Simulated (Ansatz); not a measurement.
Relaxed candidate structures of SiW$_{2}$:

A. Fd-3m, origin choice 1 (No. 227), cF48, AFLOW prototype AB2_cF48_227_c_e (as in Ti2C); a = b = c = 9.1351 Å, α = β = γ = 90.00°; Si 16c (0.125, 0.125, 0.125); W 32e (0.395, 0.395, 0.395)

B. P3m1 (No. 156), hP6; a = b = 5.3327 Å, c = 6.4464 Å, α = β = 90.00°, γ = 120.00°; Si 1a (0.000, 0.000, 0.232); Si 1b (0.333, 0.667, 0.912); W 3d (0.342, 0.171, 0.923); W 1a (0.000, 0.000, 0.622)

C. P-31m (No. 162), hP9; a = 5.8340 Å, b = 5.8340 Å, c = 5.3974 Å, α = 90.00°, β = 90.00°, γ = 120.00°; W 6k (0.387, 0.387, 0.187); Si 1a (0.000, 0.000, 0.000); Si 2d (0.333, 0.667, 0.500)

Task: Order them by energy per atom (lowest first) at the level r2SCAN (plane waves to 500 eV, PAW, scalar-relativistic; Ansatz, a program for electronic structure).

Result: C (reference), A (+0.07 eV/atom), B (+0.80 eV/atom)

The lowest structure calculated, Pmmn, oP6, is not among these; it lies 0.61 eV/atom below the lowest of them. Each run could gain symmetry but not lose that of its start, so entries can be saddle points. All of these are generated cells (placed on structure types, drawn at random, substituted or restacked) that were not matched to a known phase here. The real structure of this composition may not be among these, and whether this composition forms is not checked here. Energies are at zero temperature and pressure, without zero-point motion. The runs use different k-meshes, so differences are rounded accordingly. No spin polarisation in the result.
